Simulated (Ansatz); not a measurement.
The start is a generated cell, ZnO built in the 4H structure type. The cell and all atomic positions are relaxed at zero pressure with PBEsol (plane waves to 420 eV, PAW, scalar-relativistic; Ansatz, a quantum-chemistry and plane-wave program). The first steps use a coarse 8×8×3 k-mesh.

Initial structure:
```
ZnO
1.0
    3.13993     0.00000     0.00000
   -1.56996     2.71925     0.00000
    0.00000     0.00000    10.27931
Zn O
4 4
Direct
  0.00000   0.00000   0.00000
  0.00000   0.00000   0.50000
  0.66667   0.33333   0.75018
  0.33333   0.66667   0.25018
  0.00000   0.00000   0.81216
  0.00000   0.00000   0.31216
  0.66667   0.33333   0.56329
  0.33333   0.66667   0.06329
```

Question: What pressure does the first self-consistent step give?

Answer: +11.9 GPa (positive: the cell is compressed).

Question: By how much does the energy per atom fall from start to end?

Answer: 0.03 eV/atom.

Question: How does the volume per atom move from start to end?

Answer: +7.3 %, from 10.97 to 11.77 Å³/atom.

Question: How do the shortest distances between atoms change?

Answer: The closest pairs of elements (up to four, under 3.6 Å), start → end: O–Zn 1.92 → 1.97 Å; O–O 3.14 → 3.21 Å; Zn–Zn 3.14 → 3.21 Å.

Question: Is the relaxed structure metallic? Give its gap.

Answer: 0.65 eV, direct at Γ (no spin-orbit coupling).

The space group stays P6₃mc (No. 186) (the run could not lower it); the end is AFLOW prototype AB_hP8_186_ab_ab (B5, as in SiC), with 8 atoms in the primitive cell. Final values are on a 12×12×4 k-mesh of the relaxed cell. No spin polarisation in the result.

The run could not lose the symmetry of its start; a randomly shaken copy of 8 atoms returns to this structure.

The first start was generated by placing the elements on the sites of a structure type. A measured structure of ZnO has the same space group, P6₃mc (No. 186); the sites were not compared with it.
